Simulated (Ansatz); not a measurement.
Data:

TiO$_{2}$:
```
CELL_PARAMETERS angstrom
      4.59693     0.00000     0.00000
      0.00000     4.59693     0.00000
      0.00000     0.00000     2.95356
ATOMIC_POSITIONS crystal
  Ti 0.00000 0.00000 0.00000
  Ti 0.50000 0.50000 0.50000
  O  0.30463 0.30463 0.00000
  O  0.80463 0.19537 0.50000
  O  0.19537 0.80463 0.50000
  O  0.69537 0.69537 0.00000
```

This is the r²SCAN-relaxed structure.

Problem. All from the program Ansatz at the r²SCAN level (PAW), unless another level is named. Predict the Bader charges.

Solution. Ti +2.38, O -1.19 e.

Problem. Give the electronic dielectric constant ε∞ (DFPT).

Solution. 6.59 (xx = yy), 7.82 (zz).

Problem. And the static dielectric constant ε0 (ions relaxed, cell fixed)?

Solution. 415 (xx = yy), 683 (zz).

Problem. Predict the Born charges (a third of the trace).

Solution. Ti +6.60, O -3.30 e.

Space group P4_2/mnm (rutile). The r²SCAN relaxation kept the symmetry of its start. No spin polarisation was allowed.

Potentials: the later of the program's two PAW sets.
